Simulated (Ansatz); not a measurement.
Relaxation of a relaxed Be cell displaced along its unstable phonon at q = (½, ½, ½) of its primitive reciprocal cell (206i cm⁻¹), largest move 0.15 Å; 4 atoms in the cell, which starts as Pnnm (No. 58), oP4; a = 2.2269 Å, b = 7.4317 Å, c = 2.2269 Å, α = 90.00°, β = 90.00°, γ = 90.00°. Calculation: PBE (plane waves to 420 eV, PAW, scalar-relativistic; Ansatz, a first-principles code). Γ-centred k-mesh 20×20×20 on the run's cell (coarser than for final values), Fermi–Dirac smearing 0.05 eV. This is the first round of the run. 

The optimiser's lines from the output (shortened; P is positive under compression):

```
relax step   1: F+E_penalty+E_count = -369.24986953 eV  Δ(F+E_penalty+E_count) = +0.000e0 eV  max|allowed force component| = 2.030e-1 eV/Å  Δτ_max = 0.0000 Å  P = -0.621 GPa  Ω = 36.855 Å³  (6 SCF iters, dr2 threshold 1.00e-7 eV, accepted)
relax step   2: F+E_penalty+E_count = -369.56123021 eV  Δ(F+E_penalty+E_count) = -3.114e-1 eV  max|allowed force component| = 3.793e-1 eV/Å  Δτ_max = 0.1950 Å  P = -1.762 GPa  Ω = 36.258 Å³  (5 SCF iters, dr2 threshold 4.00e-7 eV, accepted)
relax step   3: F+E_penalty+E_count = -369.88770031 eV  Δ(F+E_penalty+E_count) = -3.265e-1 eV  max|allowed force component| = 4.152e-1 eV/Å  Δτ_max = 0.1946 Å  P = +0.578 GPa  Ω = 35.139 Å³  (6 SCF iters, dr2 threshold 4.00e-7 eV, accepted)
relax step   4: F+E_penalty+E_count = -369.86738621 eV  Δ(F+E_penalty+E_count) = +2.031e-2 eV  max|allowed force component| = 3.636e-1 eV/Å  Δτ_max = 0.0925 Å  P = +3.762 GPa  Ω = 34.345 Å³  (6 SCF iters, dr2 threshold 4.00e-7 eV, rejected (line search))
relax step   5: F+E_penalty+E_count = -369.93147658 eV  Δ(F+E_penalty+E_count) = -4.378e-2 eV  max|allowed force component| = 8.640e-2 eV/Å  Δτ_max = 0.0309 Å  P = +0.304 GPa  Ω = 35.270 Å³  (7 SCF iters, accepted)
relax step   6: F+E_penalty+E_count = -369.93377516 eV  Δ(F+E_penalty+E_count) = -2.299e-3 eV  max|allowed force component| = 2.969e-3 eV/Å  Δτ_max = 0.0127 Å  P = -0.026 GPa  Ω = 35.413 Å³  (4 SCF iters, dr2 threshold 4.00e-7 eV, accepted)
relax step   7: F+E_penalty+E_count = -369.93383677 eV  Δ(F+E_penalty+E_count) = -6.161e-5 eV  max|allowed force component| = 1.595e-3 eV/Å  Δτ_max = 0.0008 Å  P = -0.022 GPa  Ω = 35.391 Å³  (3 SCF iters, dr2 threshold 1.86e-7 eV, accepted)
relax step   8: F+E_penalty+E_count = -369.93384125 eV  Δ(F+E_penalty+E_count) = -4.481e-6 eV  max|allowed force component| = 9.357e-5 eV/Å  Δτ_max = 0.0002 Å  P = +0.002 GPa  Ω = 35.379 Å³  (3 SCF iters, dr2 threshold 6.64e-9 eV, accepted)
relax step   9: F+E_penalty+E_count = -369.93383734 eV  Δ(F+E_penalty+E_count) = +3.905e-6 eV  max|allowed force component| = 4.227e-5 eV/Å  Δτ_max = 0.0000 Å  P = -0.000 GPa  Ω = 35.379 Å³  stress off target by 2.62e-2 GPa  SCF on the basis re-selected at this cell (its energy is not comparable with the rows above)  (5 SCF iters)
relax step  10: F+E_penalty+E_count = -369.93383764 eV  Δ(F+E_penalty+E_count) = -2.978e-7 eV  max|allowed force component| = 2.687e-5 eV/Å  Δτ_max = 0.0000 Å  P = +0.000 GPa  Ω = 35.381 Å³  (3 SCF iters, dr2 threshold 1.71e-9 eV, accepted)
relax step  11: F+E_penalty+E_count = -369.93383779 eV  Δ(F+E_penalty+E_count) = -1.524e-7 eV  max|allowed force component| = 2.691e-5 eV/Å  Δτ_max = 0.0000 Å  P = +0.000 GPa  Ω = 35.381 Å³  stress off target by 5.68e-4 GPa  SCF on the basis re-selected at this cell (its energy is not comparable with the rows above)  (4 SCF iters)
```

From the first to the last row the energy changes by -0.17 eV/atom and the volume by -4.0 %. The last row is marked as not comparable with the walk above it, whose basis was carried along; it does compare with step 1, since both stand on a basis selected at the nominal cutoff for their own cell.

Step 4 was rejected by the optimiser.

Later rounds, restarted from the end of this one on a renewed k-mesh, logged 10 more steps and released under 0.01 eV/atom more. The final structure after all rounds: Cmcm (No. 63), oS4; a = 2.3519 Å, b = 6.9952 Å, c = 2.1478 Å, α = β = γ = 90.00°. Between re-selections the logged energies stand on a plane-wave basis carried along with the cell. No spin polarisation in the result.

The run could not lose the symmetry of its start, so the end can be a saddle point.

The relaxed structure here is a generated cell of Be: the first start was made by placing the elements on the sites of a structure type, and the end was not matched to a known phase here, so it may be hypothetical. Known forms of Be include space group No. 194.
